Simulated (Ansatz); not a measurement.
How much do the gradients of MoS2 with phosphorus replacing Mo depend on the method?

Cell: a supercell of MoS2 (space group P6_3/mmc) built from a COD entry, with the ions relaxed around the defect (PBE).

```yaml
crystal:
  lattice:
    - [9.50700, 0.00000, 0.00000]
    - [-4.75350, 8.23330, 0.00000]
    - [0.00000, 0.00000, 12.32400]
  atoms:
    - { symbol: P, position: [0.11111, 0.22222, 0.25000] }
    - { symbol: Mo, position: [0.11203, 0.56254, 0.25000] }
    - { symbol: Mo, position: [0.11203, 0.88282, 0.25000] }
    - { symbol: Mo, position: [0.45052, 0.22130, 0.25000] }
    - { symbol: Mo, position: [0.45052, 0.56254, 0.25000] }
    - { symbol: Mo, position: [0.44444, 0.88889, 0.25000] }
    - { symbol: Mo, position: [0.77079, 0.22130, 0.25000] }
    - { symbol: Mo, position: [0.77778, 0.55556, 0.25000] }
    - { symbol: Mo, position: [0.77079, 0.88282, 0.25000] }
    - { symbol: Mo, position: [0.22220, 0.11113, 0.75000] }
    - { symbol: Mo, position: [0.22220, 0.44441, 0.75000] }
    - { symbol: Mo, position: [0.22210, 0.77772, 0.75000] }
    - { symbol: Mo, position: [0.55562, 0.11123, 0.75000] }
    - { symbol: Mo, position: [0.55545, 0.44439, 0.75000] }
    - { symbol: Mo, position: [0.55562, 0.77772, 0.75000] }
    - { symbol: Mo, position: [0.88892, 0.11113, 0.75000] }
    - { symbol: Mo, position: [0.88894, 0.44439, 0.75000] }
    - { symbol: Mo, position: [0.88894, 0.77788, 0.75000] }
    - { symbol: S, position: [0.11111, 0.22222, 0.62354] }
    - { symbol: S, position: [0.11112, 0.55548, 0.62341] }
    - { symbol: S, position: [0.11112, 0.88898, 0.62341] }
    - { symbol: S, position: [0.44436, 0.22221, 0.62341] }
    - { symbol: S, position: [0.44436, 0.55548, 0.62341] }
    - { symbol: S, position: [0.44444, 0.88889, 0.62363] }
    - { symbol: S, position: [0.77785, 0.22221, 0.62341] }
    - { symbol: S, position: [0.77778, 0.55556, 0.62353] }
    - { symbol: S, position: [0.77785, 0.88898, 0.62341] }
    - { symbol: S, position: [0.22074, 0.11259, 0.12969] }
    - { symbol: S, position: [0.22074, 0.44148, 0.12969] }
    - { symbol: S, position: [0.22464, 0.77899, 0.12090] }
    - { symbol: S, position: [0.55434, 0.10869, 0.12090] }
    - { symbol: S, position: [0.55510, 0.44422, 0.12361] }
    - { symbol: S, position: [0.55434, 0.77899, 0.12090] }
    - { symbol: S, position: [0.89185, 0.11259, 0.12969] }
    - { symbol: S, position: [0.88912, 0.44422, 0.12361] }
    - { symbol: S, position: [0.88912, 0.77823, 0.12361] }
    - { symbol: S, position: [0.11111, 0.22222, 0.87646] }
    - { symbol: S, position: [0.11112, 0.55548, 0.87659] }
    - { symbol: S, position: [0.11112, 0.88898, 0.87659] }
    - { symbol: S, position: [0.44436, 0.22221, 0.87659] }
    - { symbol: S, position: [0.44436, 0.55548, 0.87659] }
    - { symbol: S, position: [0.44444, 0.88889, 0.87637] }
    - { symbol: S, position: [0.77785, 0.22221, 0.87659] }
    - { symbol: S, position: [0.77778, 0.55556, 0.87647] }
    - { symbol: S, position: [0.77785, 0.88898, 0.87659] }
    - { symbol: S, position: [0.22074, 0.11259, 0.37031] }
    - { symbol: S, position: [0.22074, 0.44148, 0.37031] }
    - { symbol: S, position: [0.22464, 0.77899, 0.37910] }
    - { symbol: S, position: [0.55434, 0.10869, 0.37910] }
    - { symbol: S, position: [0.55510, 0.44422, 0.37639] }
    - { symbol: S, position: [0.55434, 0.77899, 0.37910] }
    - { symbol: S, position: [0.89185, 0.11259, 0.37031] }
    - { symbol: S, position: [0.88912, 0.44422, 0.37639] }
    - { symbol: S, position: [0.88912, 0.77823, 0.37639] }
```

Sites (sets of like atoms) are named by element and the number of their first atom in this list.

First run. The numbers come from a DFT calculation in Ansatz (PBE, plane waves and PAW, scalar-relativistic, 420 eV cutoff, Γ-centred 3×3×2 k-points, Fermi–Dirac smearing 0.01 eV, cell charge +1).

```tsv
site	atom	V_zz (10²¹ V/m²)	η
P	1	-1.64	0.00
Mo2	2	-8.87	0.46
Mo6	6	-7.35	0.00
Mo8	8	-8.40	0.00
Mo10	10	-7.29	0.00
Mo12	12	-7.27	0.00
Mo14	14	-7.20	0.01
S19	19	-5.29	0.00
S20	20	-5.02	0.00
S24	24	-4.98	0.00
S26	26	-5.02	0.00
S28	28	-6.21	0.80
S30	30	-4.48	0.22
S32	32	-5.76	0.19
```

Second run. The same atoms and settings, except that the functional is r2SCAN and the cutoff is 500 eV.

Problem. Given the first result, estimate the second.

Solution. 

```tsv
site	atom	V_zz	η	change of V_zz
P	1	-1.61	0.00	+0.03
Mo2	2	-9.20	0.41	-0.33
Mo6	6	-7.44	0.00	-0.09
Mo8	8	-8.58	0.00	-0.18
Mo10	10	-7.38	0.00	-0.09
Mo12	12	-7.36	0.00	-0.09
Mo14	14	-7.29	0.01	-0.09
S19	19	-5.37	0.00	-0.08
S20	20	-5.10	0.00	-0.08
S24	24	-5.08	0.00	-0.10
S26	26	-5.10	0.00	-0.08
S28	28	-6.47	0.86	-0.26
S30	30	-4.55	0.20	-0.07
S32	32	-5.85	0.19	-0.09
```

The largest change of V_zz is on Mo2, from -8.87 to -9.20. In per cent, |V_zz| changes by +1 to +4 on Mo, +1 to +4 on S (all sites that start above 2).

The run isn't spin-polarised, and a state with spin may lie lower. The defect repeats with the cell of 54 atoms, so it feels its images: sites between two images don't show the values beside a lone defect, and zeros or small values of η there can come from the images' arrangement. Mo and S carry a gradient in the pure host already, so the values there aren't the defect's effect alone. The relaxation keeps the site symmetry -6m2 of the start, so the impurity can't leave its site; a distortion that would localise the partly filled state isn't explored. A uniform background compensates the cell's charge. The defect cell has no gap above 0.1 eV on its mesh, so the values can hang on the smearing and the k-mesh. Without spin–orbit coupling (the program notes it for Mo) the gradients can shift somewhat, as the gap is small.
